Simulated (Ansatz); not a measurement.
Input file for Ansatz (a quantum-chemistry and plane-wave program):

Ansatz 0.2 input:
```yaml
crystal:
  lattice:
    - [6.7068516991, 0.0, 0.0]
    - [-3.3534258496, 5.8083039509, 0.0]
    - [0.0, 0.0, 3.5739572655]
  atoms:
    - { symbol: Ge, position: [0.6666666667, 0.3333333333, 0.0] }
    - { symbol: Ge, position: [0.3333333333, 0.6666666667, 0.0] }
    - { symbol: Ge, position: [0.0, 0.0, 0.5] }
    - { symbol: Pt, position: [0.61984966, 0.0, 0.5] }
    - { symbol: Pt, position: [0.38015034, 0.38015034, 0.5] }
    - { symbol: Pt, position: [0.0, 0.61984966, 0.5] }
    - { symbol: Pt, position: [0.0, 0.2807813193, 0.0] }
    - { symbol: Pt, position: [0.2807813193, 0.0, 0.0] }
    - { symbol: Pt, position: [0.7192186807, 0.7192186807, 0.0] }
kpoints:
  mp_grid: { grid: [7, 7, 11] }
hamiltonian:
  xc: r2scan
  pseudopotentials: { kind: paw }
scf:
  occupations: { method: gaussian, width: 0.05 }
checkpoint: { read: metal.run }
output: { bader: true, populations: true }
```

Output (shortened):

```
Pseudopotential: Ge, paw, valence charge 14
Pseudopotential: Pt, paw, valence charge 18
Functional definition: r2SCAN
Crystal: 9 atoms, lattice volume = 139.225 Å³
Basis set: ecut = 500 eV, 3529 PW (Γ), exchange–correlation on 200×200×108 points (64 copies of the dense FFT grid, shifted against one another)
Bands: 90, of which v1, the nominal top of the filled ones, is band 75 counted from 1 (74 counted from 0)
Symmetry: 12 space group operations
Space group: P-62m (ITA 189), of the structure as read, at distance tolerance 5.2e-5 Å
k-points: 48 of 539 (time reversal used)
Stability of the state it starts from, as read at its close in the unpolarized treatment …
iter 1 solved again at ethr=1.01e-7 eV; its pass at ethr=3.10e-3 eV (dr2=1.51e-4 eV) is discarded
SCF iter   1: F=—  HF=-88132.671468 eV  |F-HF|=—  |Δ(HF+E_count)|=         —  Δρ=7.87e-7  dr2=8.42e-10  dr2_τ=1.40e-10  ethr=1.01e-7  ⟨swp⟩=3.9  Hψ=25218  notcnv=0
preconditioner: auto → Kerker (q_TF=auto, 2.762 Å⁻¹)
SCF iter   2: F=—  HF=-88132.671456 eV  |F-HF|=—  |Δ(HF+E_count)|=   1.17e-5  Δρ=3.64e-7  dr2=1.49e-10  dr2_τ=1.46e-10  ethr=1.00e-12  ⟨swp⟩=6.4  Hψ=15629  notcnv=0
SCF iter   3: F=-88132.671456 eV  HF=-88132.671456 eV  |F-HF|=2.91e-11  |Δ(HF+E_count)|=  2.91e-11  Δρ=2.10e-7  dr2=4.15e-11  dr2_τ=1.27e-11  ethr=1.00e-12  ⟨swp⟩=1.0  Hψ=8836  notcnv=0
SCF 1 converged in 3 iterations: F = -88132.671456 eV  dr2 = 4.15e-11
SCF converged after 3 iterations
Free energy (F): -88132.671456 eV
Harris-Foulkes:  -88132.671456 eV  (|F-HF|=2.91e-11)
Internal energy: -88132.668664 eV  (E = F + TS)
E sigma→0 (E₀):  -88132.670060 eV
Entropy (-TS):   -0.002792 eV (-0.310 meV/atom)
Fermi energy:    19.649234 eV
--- Per-component energies (eV) ---
  E_band       = -1281.520160
  E_kinetic    = 4174.869431
  E_local      = -15409.586563  (includes V_loc(G=0)·N_el)
  E_nonlocal   = 2480.579535
  E_hartree    = 6171.387481
  E_xc         = -1711.755500
  E_vxc        = -2236.307349  (∫ρ·V_xc dr)
  E_paw        = -62990.544092  (= ΣΔE_a)
  E_vpaw       = -2776.102696  (= ΣTr[D̂ρ^β])
  E_aug_tail   = 0.000903  (compensation charges beyond the density's cutoff)
  E_vtau       = 142.252118  (kinetic-family band-sum trace: ∫τ·v_τ [+ j·A + Jᵃ·Aᵃ] dr)
  E_ewald      = -20842.973596
  E_core_change = -4.646264  (= ΣΔE_core)
  E_smearing   = -0.002792  (= −TS)
  E_closure    = 0.000000  (closes the sum)
  Σ components = -88132.671456   (vs F -88132.671456, Δ=0.00e0)
  [band-id]    e_kinetic+e_local+e_nonlocal+2·e_hartree+e_vxc+e_vpaw+e_augmentation_tail+e_vtau = -1281.519659   (vs E_band -1281.520160, Δ=5.02e-4)
--- Band table (eV; the first three rows and the last of 48) ---
  k-point 0: bands = ["-81.0207", "-81.0197", "-81.0197", "-80.5022", "-80.5022", "-80.5022", "-34.7789", "-34.7789", "-34.7730", "-34.7669", "-34.7314", "-34.7314", "-34.5787", "-34.5593", "-34.5593", "-34.2367", "-34.2367", "-34.2307", "-34.1845", …
  k-point 1: bands = ["-81.0207", "-81.0197", "-81.0197", "-80.5022", "-80.5022", "-80.5022", "-34.7792", "-34.7792", "-34.7723", "-34.7659", "-34.7314", "-34.7314", "-34.5785", "-34.5621", "-34.5621", "-34.2358", "-34.2358", "-34.2316", "-34.1843", …
  k-point 2: bands = ["-81.0206", "-81.0197", "-81.0197", "-80.5022", "-80.5021", "-80.5021", "-34.7800", "-34.7800", "-34.7702", "-34.7634", "-34.7314", "-34.7314", "-34.5780", "-34.5695", "-34.5695", "-34.2340", "-34.2335", "-34.2335", "-34.1838", …
  k-point 47: bands = ["-81.0203", "-81.0195", "-81.0195", "-80.5021", "-80.5021", "-80.5020", "-34.7827", "-34.7817", "-34.7622", "-34.7589", "-34.7307", "-34.7303", "-34.5982", "-34.5837", "-34.5797", "-34.2397", "-34.2360", "-34.2203", "-34.1905", …
--- Löwdin populations: 9 sites ---
  site symbol       q [e]
     0     Ge     14.2603
     1     Ge     14.2603
     2     Ge     14.3753
     3     Pt     17.7443
     4     Pt     17.7443
     5     Pt     17.7443
     6     Pt     17.6992
     7     Pt     17.6992
     8     Pt     17.6992
  spilling = 0.005158 (of n_electrons = 150.000000)
--- Bader charges: 9 sites ---
  site symbol  charge [e]  shift [e]
     0     Ge      0.7790     0.0002
     1     Ge      0.7790     0.0002
     2     Ge      0.7280     0.0037
     3     Pt     -0.3167     0.0008
     4     Pt     -0.3166     0.0008
     5     Pt     -0.3167     0.0008
     6     Pt     -0.4453     0.0006
     7     Pt     -0.4454     0.0006
     8     Pt     -0.4454     0.0006
  shift: an alarm, by how much a part of what the PAW files miss would move the charge. Where it is large, compare
  with a run on PAW files of another source; a small one proves nothing
  estimated error of the sums over rays = 7.8e-4 e
```

Cost: roughly 2.8 core-minutes on shared cores.

The workflow started from a Materials Project entry (that database holds measured and hypothetical structures alike); the Crystallography Open Database copy checked does not list it. Whether it is the stable phase at ambient conditions was not checked. The cell was relaxed with r²SCAN under the symmetry of its start; whether a distortion lowers the energy is not shown. The run is not spin-polarised. Spin–orbit coupling is left out wherever it is not named.

Potentials: the later of the program's two PAW sets.

Ansatz is a plane-wave DFT program.
